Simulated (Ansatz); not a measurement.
AlN:
```cif
data_AlN
_chemical_formula_sum 'Al1 N1'
_space_group_name_H-M_alt 'P 1'
_space_group_IT_number 1
_cell_length_a 2.83618
_cell_length_b 2.83618
_cell_length_c 2.83618
_cell_angle_alpha 60.000
_cell_angle_beta 60.000
_cell_angle_gamma 60.000
loop_
_space_group_symop_operation_xyz
  'x, y, z'
loop_
_atom_site_label
_atom_site_type_symbol
_atom_site_fract_x
_atom_site_fract_y
_atom_site_fract_z
_atom_site_occupancy
Al1 Al 0.50000 0.50000 0.50000 1
N1 N 0.00000 0.00000 0.00000 1
```

Relaxed with LDA.

Q: Which orbitals make up the states near the band edges in DFT-LDA in the program Ansatz with PAW potentials?

A: Top 1 eV of the valence band: N 2p 94 %. Bottom 1 eV of the conduction band: Al 3s 58 %, Al 3p 8 %, N 2s 7 %, outside the projected shells 25 %. Projections are on Löwdin-orthogonalised atomic valence shells; empty p or d shells of many metals are not among them.

Q: Tabulate the density of states.

A: States/eV per cell of 2 atoms, in 0.25 eV bins, energy from the valence-band maximum.

| E (eV) | total | N 2p | Al 3p | Al 3s |
|---|---|---|---|---|
| -7.85 | 0.25 | 0.17 | 0.02 | 0.06 |
| -7.60 | 0.33 | 0.22 | 0.03 | 0.07 |
| -7.35 | 0.53 | 0.33 | 0.09 | 0.08 |
| -7.10 | 0.75 | 0.47 | 0.16 | 0.09 |
| -6.85 | 1.13 | 0.70 | 0.26 | 0.10 |
| -6.60 | 1.15 | 0.72 | 0.24 | 0.11 |
| -6.35 | 0.78 | 0.49 | 0.13 | 0.08 |
| -6.10 | 0.43 | 0.27 | 0.06 | 0.04 |
| -5.85 | 0.37 | 0.23 | 0.04 | 0.04 |
| -5.60 | 0.51 | 0.33 | 0.09 | 0.04 |
| -5.35 | 0.54 | 0.35 | 0.10 | 0.04 |
| -5.10 | 0.56 | 0.37 | 0.11 | 0.04 |
| -4.85 | 0.56 | 0.38 | 0.11 | 0.03 |
| -4.60 | 0.58 | 0.40 | 0.11 | 0.03 |
| -4.35 | 0.58 | 0.41 | 0.11 | 0.03 |
| -4.10 | 0.57 | 0.40 | 0.10 | 0.02 |
| -3.85 | 0.62 | 0.44 | 0.10 | 0.03 |
| -3.60 | 0.71 | 0.52 | 0.11 | 0.04 |
| -3.35 | 0.77 | 0.58 | 0.11 | 0.04 |
| -3.10 | 0.90 | 0.69 | 0.13 | 0.04 |
| -2.85 | 1.14 | 0.90 | 0.16 | 0.04 |
| -2.60 | 1.18 | 0.95 | 0.16 | 0.04 |
| -2.35 | 1.17 | 0.96 | 0.14 | 0.03 |
| -2.10 | 1.18 | 0.99 | 0.13 | 0.02 |
| -1.85 | 1.19 | 1.02 | 0.11 | 0.02 |
| -1.60 | 1.19 | 1.06 | 0.09 | 0.01 |
| -1.35 | 1.24 | 1.12 | 0.07 | 0.01 |
| -1.10 | 1.06 | 0.98 | 0.04 | 0.00 |
| -0.85 | 0.71 | 0.67 | 0.03 | 0.00 |
| -0.60 | 0.53 | 0.50 | 0.02 | 0.00 |
| -0.35 | 0.37 | 0.35 | 0.01 | 0.00 |
| -0.10 | 0.15 | 0.14 | 0.01 | 0.00 |
| 0.15 | 0.00 | 0.00 | 0.00 | 0.00 |
| 0.40 | 0.00 | 0.00 | 0.00 | 0.00 |
| 0.65 | 0.00 | 0.00 | 0.00 | 0.00 |
| 0.90 | 0.00 | 0.00 | 0.00 | 0.00 |
| 1.15 | 0.00 | 0.00 | 0.00 | 0.00 |
| 1.40 | 0.00 | 0.00 | 0.00 | 0.00 |
| 1.65 | 0.00 | 0.00 | 0.00 | 0.00 |
| 1.90 | 0.00 | 0.00 | 0.00 | 0.00 |
| 2.15 | 0.00 | 0.00 | 0.00 | 0.00 |
| 2.40 | 0.00 | 0.00 | 0.00 | 0.00 |
| 2.65 | 0.00 | 0.00 | 0.00 | 0.00 |
| 2.90 | 0.00 | 0.00 | 0.00 | 0.00 |
| 3.15 | 0.00 | 0.00 | 0.00 | 0.00 |
| 3.40 | 0.00 | 0.00 | 0.00 | 0.00 |
| 3.65 | 0.00 | 0.00 | 0.00 | 0.00 |
| 3.90 | 0.00 | 0.00 | 0.00 | 0.00 |
| 4.15 | 0.00 | 0.00 | 0.00 | 0.00 |
| 4.40 | 0.00 | 0.00 | 0.00 | 0.00 |
| 4.65 | 0.00 | 0.00 | 0.00 | 0.00 |
| 4.90 | 0.04 | 0.00 | 0.00 | 0.03 |
| 5.15 | 0.10 | 0.00 | 0.00 | 0.07 |
| 5.40 | 0.16 | 0.00 | 0.01 | 0.09 |
| 5.65 | 0.23 | 0.01 | 0.02 | 0.11 |
| 5.90 | 0.27 | 0.01 | 0.04 | 0.12 |
| 6.15 | 0.33 | 0.01 | 0.05 | 0.14 |
| 6.40 | 0.43 | 0.02 | 0.08 | 0.15 |
| 6.65 | 0.57 | 0.03 | 0.14 | 0.17 |
| 6.90 | 0.71 | 0.04 | 0.20 | 0.19 |
| 7.15 | 0.91 | 0.06 | 0.28 | 0.21 |
| 7.40 | 1.21 | 0.10 | 0.41 | 0.23 |
| 7.65 | 1.21 | 0.12 | 0.39 | 0.25 |
| 7.90 | 1.23 | 0.14 | 0.35 | 0.30 |
| 8.15 | 1.14 | 0.14 | 0.31 | 0.32 |
| 8.40 | 0.65 | 0.08 | 0.18 | 0.16 |
| 8.65 | 0.51 | 0.07 | 0.13 | 0.12 |
| 8.90 | 0.45 | 0.06 | 0.10 | 0.11 |
| 9.15 | 0.67 | 0.10 | 0.19 | 0.17 |
| 9.40 | 1.01 | 0.16 | 0.33 | 0.26 |

Space group Fm-3m (rock salt). This is a known high-pressure phase of the composition, computed here at zero pressure and temperature. The cell was relaxed with LDA under the symmetry of its start; phonons on a q-mesh show no instability.

Potentials: the later of the program's two PAW sets.
